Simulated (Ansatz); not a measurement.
# Eu2Al3Ag: Al on an Eu site + Eu on an Al site

All numbers are calculated (PBEsol, collinear spin, no spin-orbit coupling; Ansatz, PAW set soft_2, 420 eV, k-mesh 3×3×3), not measured.

The relaxed host crystal (no gap at this level of theory):

```
Ag Al Eu
1.0
     2.82705    1.63220    4.54507
    -2.82705    1.63220    4.54507
     0.00000   -3.26439    4.54507
Ag Al Eu
1 3 2
Direct
  0.50000 0.50000 0.50000
  0.00000 0.50000 0.50000
  0.50000 0.50000 0.00000
  0.50000 0.00000 0.50000
  0.12213 0.12213 0.12213
  0.87787 0.87787 0.87787
```

Supercell of 24 atoms, rows of the matrix [[-1,1,1],[1,-1,1],[1,1,-1]] times the cell vectors; Al on an Eu site at (0.122, 0.122, 0.122); Eu on an Al site at (1.000, 0.500, -0.500) in fractions of the cell above. Atoms are relaxed at the host's cell, from a start shaken by 0.03 Å near the defect.

Question: How does the lattice relax around the defect?

Answer: Distances from the Al atom (Å), by shell of the perfect crystal:

```
shell      perfect crystal    relaxed, charge 0
 3 Al                 3.28  3.47 (3.16 to 3.76)
 1 Eu                 3.28                 3.29
 5 Al  3.30 (3.28 to 3.31)  3.18 (2.99 to 3.45)
 3 Ag                 3.32  3.31 (3.04 to 3.78)
```

| charge | moment of the cell (μB) | gap of the cell on the mesh (eV) |
| --- | --- | --- |
| 0 | 56.21 | 0.00 |

At charge 0 the unpaired electrons sit on atoms with moments (μB): 8 Eu of 6.70 to 6.75.

Formation energy of the neutral defect: 2.46 eV; no atoms are exchanged with the outside, so it hangs on no chemical potential.

Relaxed cell at charge 0:

```
Eu2Al3Ag Al_Eu+Eu_Al charge 0
1.0
    -5.6541   -3.2644    4.5451
     5.6541   -3.2644    4.5451
     0.0000    6.5288    4.5451
Ag Al Eu
4 12 8
Direct
  0.4972 0.4972 0.4942
  0.0081 0.0006 0.4835
  0.9872 0.5302 0.0080
  0.4921 0.9971 0.0021
  0.5018 0.7491 0.7492
  0.0024 0.7581 0.2515
  0.4933 0.2440 0.2496
  0.2522 0.2439 0.4853
  0.7525 0.7568 0.4986
  0.7250 0.2516 0.0120
  0.2492 0.7497 0.9995
  0.7410 0.5121 0.7498
  0.2639 0.9826 0.7403
  0.2446 0.4994 0.2398
  0.7457 0.9996 0.2526
  0.1561 0.1097 0.1409
  0.0094 0.2485 0.7806
  0.6191 0.6247 0.1267
  0.6167 0.1231 0.6209
  0.1225 0.6273 0.6159
  0.8813 0.8859 0.8856
  0.3758 0.3739 0.8788
  0.3790 0.8713 0.3720
  0.8816 0.3701 0.3635
```

Caveats: 4f shell without a U, which puts 4f levels too near the Fermi level; open f or d shells may hold a state above the lowest; small supercell, so energies and levels can be off by tenths of an eV; one random start near the defect, so other minima are possible.
